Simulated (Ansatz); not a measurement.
With plane-wave PAW PBEsol (Ansatz code), SiO₂ in the tetragonal phase (P4_12_12; Si on 4a, O on 8b) relaxes to a = 5.031 Å, c = 7.014 Å. Si has 4 nearest neighbours from 1.62 Å (tetrahedral); O has 2 nearest neighbours from 1.62 Å (bent). Against the elements it lies at -2.81 eV/atom, with no fitted shifts.

It is gapped at this level: 5.57 eV (direct). The valence maximum lies at Γ and the conduction minimum at Γ. HSE06 on the same cell gives 7.40 eV. The electron mass is 0.54 mₑ (isotropic). The hole mass is 1.6 along z (mₑ).

An equation-of-state fit gives a bulk modulus of 13.1 GPa. The relaxed-ion elastic constants in GPa are C11 = 52.3, C12 = 3.0, C13 = -8.1, C33 = 43.8, C44 = 70.5, C66 = 26.1. The elastic constants imply a Debye temperature near 544 K. Perturbation theory gives ε∞ = 2.28 (xx = yy), 2.26 (zz). Letting the ions move raises it to ε0 = 4.14 (xx = yy), 3.93 (zz). Born charges are Si +3.34, O -1.67 e. Without the LO–TO term the highest mode at Γ lies at 1177 cm⁻¹.

The PBEsol relaxation kept the symmetry of its start; of distortions, only those at the zone centre were tested. The references are the lowest solids computed at this level, not always the standard phases (solids in place of the gases).

Potentials: the later of the program's two PAW sets.
